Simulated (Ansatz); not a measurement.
# Ca: from λ and ω_log to T_c (computed with Ansatz 0.2.0)

Space group Fm-3m (No. 225), 1 atom in the cell of the first input below: a = 3.860 Å, b = 3.860 Å, c = 3.860 Å, α = 60.00°, β = 60.00°, γ = 60.00°.

The cell was built from a prototype of a structure type listed for this element, relaxed without spin–orbit coupling to zero pressure (pressure 0.0 GPa with this functional, without spin–orbit coupling). Functional: PBEsol.

Input:

```yaml
crystal:
  lattice:
    - [0.0, 2.7291529165, 2.7291529165]
    - [2.7291529165, 0.0, 2.7291529165]
    - [2.7291529165, 2.7291529165, 0.0]
  atoms:
    - { symbol: Ca, position: [0.0, 0.0, 0.0] }
basis:
  ecutwfc: 420
  ecutrho_ratio: 4
kpoints:
  mp_grid: { grid: [12, 12, 12] }
hamiltonian:
  xc: pbesol
scf:
  occupations: { method: methfessel_paxton, width: 0.2 }
output: {}
phonons:
  supercell: [3, 3, 3]
  qpath:
    path:
      - [[0.0, 0.0, 0.0], [0.5, 0.0, 0.5], [0.625, 0.25, 0.625]]
      - [[0.375, 0.375, 0.75], [0.0, 0.0, 0.0], [0.5, 0.5, 0.5], [0.5, 0.25, 0.75], [0.5, 0.0, 0.5]]
    npoints: 6
  electrical_resistivity: { mesh: [24, 24, 24], temperatures: [50, 100, 200, 300, 500] }
  superconductivity: { mesh: [24, 24, 24], eliashberg_equations: false }
```

```bash
ansatz run input.yaml --threads 8 --pin off --max-ram 15360MiB --backend cpu --events-out ev --progress --plain --runs-dir out
```

Time: 52 s on 8 threads of Arm Neoverse V2, with other jobs on the host, peak memory 9.4 GiB.

On the finest mesh λ = 0.1517, ω_log = 11.917 meV, N(E_F) = 0.847 states per eV, spin and cell. λ by mesh: 24×24×24 0.152, 12×12×12 0.140, 6×6×6 0.129. ω_log by mesh: 11.92, 12.17, 13.32 meV.

What T_c does McMillan's formula in the Allen–Dynes form give for μ* = 0.10?

T_c = (ω_log/1.2) exp[−1.04(1+λ)/(λ − μ*(1+0.62λ))] = (138.29 K/1.2) × exp(−1.1978/0.0423) = a value under 10^-10 K, that is no superconductivity at this level.

Caveats: small supercell, couplings not converged in it.
